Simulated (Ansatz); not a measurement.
# Zn: axial (c/a) deformation path

The calculation used Ansatz 0.2.0, DFT PBE, scalar-relativistic, plane waves, PAW. Cutoff 420 eV, Γ-centred 24×24×12 k-points, Gaussian smearing of 0.15 eV. No spin polarisation. Energies are free energies at this smearing, counted from the undisturbed cell; pressure is positive in compression.

Zero of the scan (as given, not relaxed at this level; it stands at -0.4 GPa):

```yaml
crystal:
  lattice:
    - [2.66480, 0.00000, 0.00000]
    - [-1.33240, 2.30778, 0.00000]
    - [0.00000, 0.00000, 4.94670]
  atoms:
    - { symbol: Zn, position: [0.33333, 0.66667, 0.25000] }
    - { symbol: Zn, position: [0.66667, 0.33333, 0.75000] }
```

At fixed volume and fractional coordinates, lengths along (0.000, 0.000, 1.000) are scaled against those across it; ρ is that ratio over its starting value. The cell is metallic on the mesh throughout.

```tsv
ρ	ΔE (meV/atom)
0.800	21.4
0.850	17.4
0.920	9.9
0.960	5.5
1.000	0.0
1.050	-0.1
1.100	8.7
1.200	49.0
1.300	132.5
```

Cost: 9 runs of about 1.4 core-minutes in all, on Arm Neoverse V2 (shared hosts).